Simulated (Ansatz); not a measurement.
Band structure of Os

```
CELL_PARAMETERS angstrom
2.73410 0.00000 0.00000
-1.36705 2.36780 0.00000
0.00000 0.00000 4.31970
ATOMIC_POSITIONS crystal
Os 0.33333 0.66667 0.25000
Os 0.66667 0.33333 0.75000
```

Atom numbers follow the list: Os1, Os2.

The conventional cell has a = 2.734 Å, b = 2.734 Å, c = 4.320 Å, α = 90.00°, β = 90.00°, γ = 120.00°. Around Os (atom 1) lie 12 Os at 2.68 to 2.73 Å.

The cell comes from COD entry 9017843, which wasn't checked; take it as a given geometry.

No spin–orbit coupling, which matters for the heavy atoms here.

These are results of DFT, PBEsol, all-electron LAPW, scalar-relativistic in Ansatz 0.2.0, not measurements.

Sampling and basis: a Γ-centred 17×17×10 k mesh, Fermi–Dirac smearing of 0.08 eV, basis error target 1 meV/atom, no spin polarisation.

Points in fractions of the reciprocal vectors of this cell: Γ (0, 0, 0), M (0.5, 0, 0), K (0.333, 0.333, 0), A (0, 0, 0.5), L (0.5, 0, 0.5), H (0.333, 0.333, 0.5). The path joins them by straight lines in the order Γ–M–K–Γ–A–L–H–A–L; legs that retrace an earlier one aren't tabulated. Energies are in eV from the Fermi level.

Q: Metal or insulator at this level of theory?

A: No gap opens: metallic or semimetallic.

Q: Tabulate bands 38 to 43, counted from the lowest band of the run, along the path.

A: 
```json
{"k (1/Å)": "0.00", "point": "Γ", "band 38": "-2.26", "band 39": "-2.26", "band 40": "-1.60", "band 41": "-1.60", "band 42": "-0.04", "band 43": "1.67"}
{"k (1/Å)": "0.19", "point": "", "band 38": "-2.38", "band 39": "-2.09", "band 40": "-1.87", "band 41": "-1.75", "band 42": "-0.86", "band 43": "1.77"}
{"k (1/Å)": "0.38", "point": "", "band 38": "-2.39", "band 39": "-2.11", "band 40": "-1.95", "band 41": "-1.59", "band 42": "-1.47", "band 43": "2.01"}
{"k (1/Å)": "0.57", "point": "", "band 38": "-2.56", "band 39": "-1.84", "band 40": "-1.54", "band 41": "-1.24", "band 42": "-0.81", "band 43": "2.27"}
{"k (1/Å)": "0.76", "point": "", "band 38": "-2.98", "band 39": "-2.15", "band 40": "-0.46", "band 41": "-0.25", "band 42": "0.18", "band 43": "2.48"}
{"k (1/Å)": "0.95", "point": "", "band 38": "-2.53", "band 39": "-2.40", "band 40": "0.72", "band 41": "1.10", "band 42": "1.24", "band 43": "2.62"}
{"k (1/Å)": "1.14", "point": "", "band 38": "-2.56", "band 39": "-2.06", "band 40": "1.66", "band 41": "2.18", "band 42": "2.70", "band 43": "2.83"}
{"k (1/Å)": "1.33", "point": "M", "band 38": "-2.62", "band 39": "-1.92", "band 40": "2.03", "band 41": "2.60", "band 42": "2.72", "band 43": "4.41"}
{"k (1/Å)": "1.44", "point": "", "band 38": "-2.64", "band 39": "-1.91", "band 40": "2.05", "band 41": "2.46", "band 42": "2.68", "band 43": "4.45"}
{"k (1/Å)": "1.55", "point": "", "band 38": "-2.70", "band 39": "-1.87", "band 40": "2.08", "band 41": "2.14", "band 42": "2.56", "band 43": "4.57"}
{"k (1/Å)": "1.66", "point": "", "band 38": "-2.80", "band 39": "-1.80", "band 40": "1.77", "band 41": "2.09", "band 42": "2.41", "band 43": "4.76"}
{"k (1/Å)": "1.76", "point": "", "band 38": "-2.95", "band 39": "-1.71", "band 40": "1.45", "band 41": "2.03", "band 42": "2.26", "band 43": "4.97"}
{"k (1/Å)": "1.87", "point": "", "band 38": "-3.12", "band 39": "-1.57", "band 40": "1.27", "band 41": "1.91", "band 42": "2.15", "band 43": "5.15"}
{"k (1/Å)": "1.98", "point": "", "band 38": "-3.30", "band 39": "-1.44", "band 40": "1.26", "band 41": "1.72", "band 42": "2.08", "band 43": "5.24"}
{"k (1/Å)": "2.09", "point": "K", "band 38": "-3.48", "band 39": "-1.38", "band 40": "1.46", "band 41": "1.46", "band 42": "2.06", "band 43": "5.23"}
{"k (1/Å)": "2.31", "point": "", "band 38": "-3.06", "band 39": "-1.66", "band 40": "0.81", "band 41": "2.04", "band 42": "2.12", "band 43": "4.80"}
{"k (1/Å)": "2.53", "point": "", "band 38": "-2.55", "band 39": "-2.31", "band 40": "0.06", "band 41": "1.85", "band 42": "2.22", "band 43": "3.47"}
{"k (1/Å)": "2.75", "point": "", "band 38": "-2.90", "band 39": "-2.08", "band 40": "-0.68", "band 41": "0.68", "band 42": "1.69", "band 43": "2.28"}
{"k (1/Å)": "2.97", "point": "", "band 38": "-3.07", "band 39": "-1.70", "band 40": "-1.35", "band 41": "-0.85", "band 42": "0.02", "band 43": "2.22"}
{"k (1/Å)": "3.19", "point": "", "band 38": "-2.49", "band 39": "-2.11", "band 40": "-1.92", "band 41": "-1.42", "band 42": "-1.26", "band 43": "2.04"}
{"k (1/Å)": "3.41", "point": "", "band 38": "-2.43", "band 39": "-2.03", "band 40": "-1.92", "band 41": "-1.87", "band 42": "-0.98", "band 43": "1.80"}
{"k (1/Å)": "3.62", "point": "Γ", "band 38": "-2.26", "band 39": "-2.26", "band 40": "-1.60", "band 41": "-1.60", "band 42": "-0.04", "band 43": "1.67"}
{"k (1/Å)": "3.73", "point": "", "band 38": "-2.30", "band 39": "-2.30", "band 40": "-1.50", "band 41": "-1.50", "band 42": "-0.26", "band 43": "1.68"}
{"k (1/Å)": "3.83", "point": "", "band 38": "-2.42", "band 39": "-2.42", "band 40": "-1.23", "band 41": "-1.23", "band 42": "-0.83", "band 43": "1.69"}
{"k (1/Å)": "3.94", "point": "", "band 38": "-2.60", "band 39": "-2.60", "band 40": "-1.57", "band 41": "-0.86", "band 42": "-0.86", "band 43": "1.69"}
{"k (1/Å)": "4.04", "point": "", "band 38": "-2.79", "band 39": "-2.79", "band 40": "-2.33", "band 41": "-0.43", "band 42": "-0.43", "band 43": "1.62"}
{"k (1/Å)": "4.14", "point": "", "band 38": "-2.99", "band 39": "-2.99", "band 40": "-2.98", "band 41": "0.03", "band 42": "0.03", "band 43": "1.47"}
{"k (1/Å)": "4.25", "point": "", "band 38": "-3.39", "band 39": "-3.16", "band 40": "-3.16", "band 41": "0.47", "band 42": "0.47", "band 43": "1.22"}
{"k (1/Å)": "4.35", "point": "A", "band 38": "-3.30", "band 39": "-3.30", "band 40": "-3.30", "band 41": "0.88", "band 42": "0.88", "band 43": "0.88"}
{"k (1/Å)": "4.54", "point": "", "band 38": "-3.17", "band 39": "-3.15", "band 40": "-3.15", "band 41": "0.84", "band 42": "0.84", "band 43": "0.96"}
{"k (1/Å)": "4.73", "point": "", "band 38": "-3.20", "band 39": "-2.75", "band 40": "-2.75", "band 41": "0.77", "band 42": "0.77", "band 43": "1.21"}
{"k (1/Å)": "4.92", "point": "", "band 38": "-3.28", "band 39": "-2.18", "band 40": "-2.18", "band 41": "0.76", "band 42": "0.76", "band 43": "1.56"}
{"k (1/Å)": "5.11", "point": "", "band 38": "-2.89", "band 39": "-1.65", "band 40": "-1.65", "band 41": "0.98", "band 42": "0.98", "band 43": "1.94"}
{"k (1/Å)": "5.30", "point": "", "band 38": "-1.80", "band 39": "-1.36", "band 40": "-1.36", "band 41": "1.50", "band 42": "1.50", "band 43": "2.35"}
{"k (1/Å)": "5.49", "point": "", "band 38": "-1.26", "band 39": "-0.67", "band 40": "-0.67", "band 41": "2.10", "band 42": "2.10", "band 43": "2.89"}
{"k (1/Å)": "5.68", "point": "L", "band 38": "-1.25", "band 39": "-0.22", "band 40": "-0.22", "band 41": "2.37", "band 42": "2.37", "band 43": "3.28"}
{"k (1/Å)": "5.79", "point": "", "band 38": "-1.50", "band 39": "-0.18", "band 40": "-0.18", "band 41": "2.22", "band 42": "2.22", "band 43": "3.61"}
{"k (1/Å)": "5.90", "point": "", "band 38": "-2.03", "band 39": "-0.26", "band 40": "-0.26", "band 41": "2.06", "band 42": "2.06", "band 43": "4.30"}
{"k (1/Å)": "6.01", "point": "", "band 38": "-2.61", "band 39": "-0.54", "band 40": "-0.54", "band 41": "1.99", "band 42": "1.99", "band 43": "5.13"}
{"k (1/Å)": "6.12", "point": "", "band 38": "-3.13", "band 39": "-0.89", "band 40": "-0.89", "band 41": "1.91", "band 42": "1.91", "band 43": "6.05"}
{"k (1/Å)": "6.23", "point": "", "band 38": "-3.44", "band 39": "-1.19", "band 40": "-1.19", "band 41": "1.79", "band 42": "1.79", "band 43": "6.98"}
{"k (1/Å)": "6.34", "point": "", "band 38": "-3.50", "band 39": "-1.37", "band 40": "-1.37", "band 41": "1.66", "band 42": "1.66", "band 43": "7.84"}
{"k (1/Å)": "6.44", "point": "H", "band 38": "-3.48", "band 39": "-1.41", "band 40": "-1.41", "band 41": "1.60", "band 42": "1.60", "band 43": "8.31"}
{"k (1/Å)": "6.66", "point": "", "band 38": "-3.53", "band 39": "-1.52", "band 40": "-1.52", "band 41": "1.91", "band 42": "1.91", "band 43": "6.67"}
{"k (1/Å)": "6.88", "point": "", "band 38": "-3.60", "band 39": "-1.78", "band 40": "-1.78", "band 41": "2.32", "band 42": "2.32", "band 43": "4.25"}
{"k (1/Å)": "7.10", "point": "", "band 38": "-3.82", "band 39": "-1.71", "band 40": "-1.71", "band 41": "2.01", "band 42": "2.01", "band 43": "2.37"}
{"k (1/Å)": "7.32", "point": "", "band 38": "-3.63", "band 39": "-1.88", "band 40": "-1.88", "band 41": "0.92", "band 42": "0.92", "band 43": "1.85"}
{"k (1/Å)": "7.54", "point": "", "band 38": "-3.30", "band 39": "-2.55", "band 40": "-2.55", "band 41": "0.74", "band 42": "0.74", "band 43": "1.35"}
{"k (1/Å)": "7.76", "point": "", "band 38": "-3.16", "band 39": "-3.10", "band 40": "-3.10", "band 41": "0.83", "band 42": "0.83", "band 43": "0.99"}
{"k (1/Å)": "7.98", "point": "A", "band 38": "-3.30", "band 39": "-3.30", "band 40": "-3.30", "band 41": "0.88", "band 42": "0.88", "band 43": "0.88"}
```
